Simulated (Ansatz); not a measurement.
Al (fcc, Cu type)

```xyz
2
Lattice="0.0000 4.0400 4.0400 2.0200 0.0000 2.0200 2.0200 2.0200 0.0000" Properties=species:S:1:pos:R:3 pbc="T T T"
Al     0.0000     0.0000     0.0000
Al     2.0200     2.0200     4.0400
```

A phonon eigenvector at L = (0.5, 0.0, 0.0) is frozen into this cell: atom i moves by Q times the vector below, so Q is the largest atomic displacement, in Å. The cell is held. It is one choice among 2 degenerate patterns. (q is in reciprocal vectors of the primitive cell; the cell shown is doubled to hold the pattern.)

```
atom       x       y       z
----  ------  ------  ------
Al1   -0.285   0.520  -0.805
Al2    0.285  -0.520   0.805
```

Level of theory: PBE (plane waves to 420 eV, PAW, scalar-relativistic; Ansatz, a quantum-chemistry and plane-wave program). k mesh 10×20×20 (Γ-centred), Fermi-Dirac smearing 0.05 eV. E stands for the smeared free energy. With partly filled bands, energies and forces of such displacements shift with the k mesh and the smearing. Al was relaxed with its symmetry unable to fall. The PAW data are Ansatz's earlier set. ΔE is measured from the undisplaced structure. The last digit holds for this mesh only.

| Q (Å) | ΔE (meV/cell) |
|---|---|
| -0.180 | withheld |
| -0.150 | 40.88 |
| -0.120 | 26.36 |
| -0.090 | 14.91 |
| -0.060 | 6.65 |
| -0.030 | 1.67 |
| 0.000 | 0.00 |
| 0.030 | 1.67 |
| 0.060 | 6.65 |
| 0.090 | 14.91 |
| 0.120 | 26.36 |
| 0.150 | 40.88 |
| 0.180 | withheld |

Fit an even polynomial form (powers 2, 4) to the given rows and predict ΔE at Q = -0.180.

Least squares on the 11 given rows: ΔE = (1854)·Q² + (-1660)·Q⁴, in meV/cell with Q in Å; root-mean-square residual 0.004 meV/cell. At -0.180 the fit gives 58.33 meV/cell; the calculation gives 58.28 meV/cell, so the extrapolation is off by 0.05 (+0.1 %). The quadratic term alone would give 60.07 meV/cell.

(A displaced cell: forces are minus the slopes of the energy, force constants its curvatures, and phonons follow from these.)
